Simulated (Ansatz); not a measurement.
How the vibrations of ZnNi change with volume

Theory: DFT LDA, scalar-relativistic, plane waves, PAW (Ansatz). Settings: 420 eV plane-wave cutoff, Γ-centred 16×16×14 mesh, Fermi-Dirac smearing of 0.15 eV. No spin polarisation. Phonons by linear response, acoustic sum rule imposed.

Relaxed structure:
```
Zn Ni
1.0
     2.63228    0.00000    0.00000
     0.00000    2.63228    0.00000
     0.00000    0.00000    3.19259
Zn Ni
1 1
Direct
  0.50000 0.50000 0.50000
  0.00000 0.00000 0.00000
```

In a metal, frequencies depend on the k mesh and the smearing, soft modes most. Spin polarisation was left out, and a magnetic state may lie lower.

Cells at 0.98 and 1.02 times the equilibrium volume were relaxed in shape and atoms; γ = −d ln ν / d ln V, modes matched by rank.

**Question.** Give the optical frequencies at Γ (cm⁻¹) at the three volumes and the mode Grüneisen parameters.

**Answer.**
```json
{"0.98 V": "239", "V": "230", "1.02 V": "220", "γ": "2.07", "degeneracy": "2"}
{"0.98 V": "289", "V": "276", "1.02 V": "264", "γ": "2.22", "degeneracy": "1"}
```

**Question.** What pressures hold the two strained cells, and what bulk modulus follows?

**Answer.** 4.05 GPa at 0.98 V and -3.60 GPa at 1.02 V, so B = −dP/d ln V ≈ 191 GPa.